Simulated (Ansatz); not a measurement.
Relaxed-ion elastic tensor of Ti$_{3}$AlN (anti-perovskite, Pm-3m) in GPa (Voigt order), PBEsol (plane waves, PAW; program Ansatz); density 4.49 g/cm³, 13.64 Å³ per atom.

```csv
,1,2,3,4,5,6
1,231,146,146,0.0,0.0,0.0
2,146,231,146,0.0,0.0,0.0
3,146,146,231,0.0,0.0,0.0
4,0.0,0.0,0.0,60.0,0.0,0.0
5,0.0,0.0,0.0,0.0,60.0,0.0
6,0.0,0.0,0.0,0.0,0.0,60.0
```

Q: Is the crystal mechanically stable?

A: Yes: the smallest eigenvalue of C is 60.0 GPa.

Q: Work out the Voigt, Reuss and Hill averages.

A: K_V = 174, K_R = 174, K_H = 174; G_V = 53.0, G_R = 51.5, G_H = 52.2 GPa.

Q: Give Young's modulus, Poisson's ratio, Pugh's ratio and the universal anisotropy index.

A: E = 9KG/(3K + G) = 142 GPa; ν = 0.36; K/G = 3.33 (ductile by the Pugh limit of 1.75); A_U = 5G_V/G_R + K_V/K_R − 6 = 0.14.

Q: Estimate the sound speeds and the Debye temperature.

A: v_l = √((K + 4G/3)/ρ) = 7360 m/s, v_t = √(G/ρ) = 3410 m/s, mean 3840 m/s; Θ = (h/k)(3n/4πV)^(1/3) v_m = 478 K.

Q: Give the Zener ratio and Young's modulus along [100], [110] and [111].

A: A = 2C44/(C11 − C12) = 1.41; 1/E = S11 − 2(S11 − S12 − S44/2)Γ with Γ = 0, 1/4, 1/3 gives 118, 148, 161 GPa.

The first step of the workflow began from a Materials Project structure, measured or hypothetical; the Crystallography Open Database copy checked does not list it. Its standing as an ambient phase is unchecked. The PBEsol relaxation kept the symmetry of its start; of distortions, only those at the zone centre were tested. No spin polarisation was allowed. As this level gives no gap, shear constants depend on the k-mesh and smearing (Fermi–Dirac, 0.1 eV here).

Potentials: the later of the program's two PAW sets.
